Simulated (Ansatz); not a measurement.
In plane-wave PAW r²SCAN (Ansatz code), LaZrNO2 in the orthorhombic phase (I2_12_12_1; Pearson symbol oI20) relaxes to a = 5.883 Å, b = 5.891 Å, c = 8.179 Å. Zr has 6 nearest neighbours from 2.08 Å (octahedral). Against the elements it lies at -3.03 eV/atom, with no fitted shifts.

The Kohn–Sham gap is 2.66 eV (indirect). Gap from r²SCAN with spin–orbit coupling: 2.66 eV. The electron mass is 0.40, 0.65, 2.3 mₑ (principal values). The hole mass is 0.76, 1.2, 4.5 mₑ (principal values).

An equation-of-state fit gives a bulk modulus of 174 GPa. Bader charges are La +2.04, Zr +2.51, N -1.75, O -1.41 to -1.40 e.

The start of the workflow was typed in or built on a structure type; neither database checked (COD, Materials Project) lists it. Its standing as an ambient phase is unchecked. The cell was relaxed with r²SCAN under the symmetry of its start; whether a distortion lowers the energy is not shown. The run is not spin-polarised. The references are the lowest solids computed at this level, not always the standard phases (solids in place of the gases). Spin–orbit coupling is left out wherever it is not named.

Potentials: the earlier of the program's two PAW sets. The files were generated under PBE; for other functionals the program regenerates the frozen cores, and for LDA and PBEsol the local potential too.
